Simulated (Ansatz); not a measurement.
A geometry of NiO away from equilibrium: step 2 of the relaxation of a relaxed NiO cell, doubled along one cell vector, shaken by Gaussian noise of σ = 0.08 Å a coordinate. Method: PBE (plane waves to 420 eV, PAW, scalar-relativistic; Ansatz, a quantum-chemistry and plane-wave program). Γ-centred k-mesh 5×9×9 on the run's cell (coarser than for final values), Fermi–Dirac smearing 0.05 eV.

```
CELL_PARAMETERS angstrom
      0.00904     4.19812     4.19954
      2.10420    -0.00107     2.10536
      2.10463     2.10508    -0.00150
ATOMIC_POSITIONS crystal
  O  0.99721 0.05057 0.94266
  O  0.49392 0.99707 0.99761
  Ni 0.25368 0.52962 0.47021
  Ni 0.74674 0.54639 0.47072
```
Spin-polarised start, with parallel moments on Ni.

### Question
Which atoms carry the largest force, and which way does it point?

### Answer
0.56 eV/Å, on O2 (atoms numbered as listed); on O2 its components are (0.15, -0.09, 0.53).

### Question
What is the pressure?

### Answer
-0.7 GPa, compression positive.

### Question
How much energy per atom can still be gained by relaxing?

### Answer
0.01 eV/atom; the path ends in R-3m (No. 166) at a tolerance of 0.01 Å, Fm-3m (No. 225) at 0.1 Å.

Spin state reached: antiferromagnetic (net 0.00 μB/atom), from parallel starting moments; other spin orders were not run from this start. The d or f electrons are treated with no Hubbard U.

The end of the path is a generated cell of NiO: the first start was made by placing the elements on the sites of a structure type, and the end was not matched to a known phase here, so it may be hypothetical. Known forms of NiO include space group No. 225.
